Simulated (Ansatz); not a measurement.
Perovskite alloy of SrTiO3 and BaTiO3 (4 of 8 Sr sites exchanged), 40 atoms

Ansatz, PAW, plane waves. PBEsol relaxation of volume and atoms (shape held) at the single k point (¼, ¼, ¼) without its symmetry partners; single points on the relaxed atoms at the single k point (¼, ¼, ¼) without its symmetry partners, onto which points of the small cell's zone fold. Arrangement: quasirandom. No spin–orbit coupling unless named.

Relaxed structure:

```
Ba Sr Ti O
1.0
     7.88155    0.00000    0.00000
     0.00000    7.88155    0.00000
     0.00000    0.00000    7.88155
Ba Sr Ti O
4 4 8 24
Direct
  0.99784 0.99679 0.99751
  0.49760 0.99673 0.99746
  0.49761 0.99673 0.49772
  0.49767 0.49693 0.99748
  0.99537 0.99333 0.49523
  0.99534 0.49448 0.99411
  0.99564 0.49479 0.49553
  0.49417 0.49444 0.49514
  0.24068 0.24512 0.24590
  0.24120 0.24534 0.74110
  0.24119 0.74033 0.24610
  0.24155 0.74067 0.74146
  0.74573 0.24489 0.24562
  0.74598 0.24514 0.74052
  0.74599 0.73986 0.24583
  0.74620 0.74034 0.74104
  0.24857 0.25572 0.00502
  0.25087 0.25761 0.50362
  0.24926 0.74843 0.00509
  0.25014 0.74916 0.50371
  0.75721 0.25631 0.00511
  0.75750 0.25687 0.50355
  0.75665 0.74790 0.00508
  0.75848 0.74994 0.50367
  0.00364 0.25665 0.25759
  0.00379 0.25764 0.75064
  0.00377 0.75006 0.25832
  0.00391 0.74931 0.75003
  0.50516 0.25644 0.25703
  0.50518 0.25582 0.74857
  0.50514 0.74775 0.25653
  0.50525 0.74847 0.74915
  0.24870 0.00430 0.25657
  0.24926 0.00438 0.74904
  0.25064 0.50290 0.25819
  0.25017 0.50303 0.75003
  0.75710 0.00436 0.25713
  0.75670 0.00436 0.74848
  0.75769 0.50285 0.25744
  0.75846 0.50297 0.75081
```

(1) What are the mean bond lengths by pair (pairs within 1.2 times the sum of covalent radii, less contacts 15 % beyond the pair's median; cation–cation pairs of compounds aside; long ionic contacts are cut short by that bound)?

(2) What gap lies between the top filled and the lowest empty level in the single points?

## Answers

(1) Ba–O 2.809 ± 0.048 Å (standard deviation, 48 bonds); O–Sr 2.767 ± 0.074 Å (standard deviation, 48 bonds); O–Ti 1.974 ± 0.088 Å (standard deviation, 48 bonds).

(2) HSE06 4.45 eV (15 s on NVIDIA H100). Away from Γ this isn't the crystal's band gap.
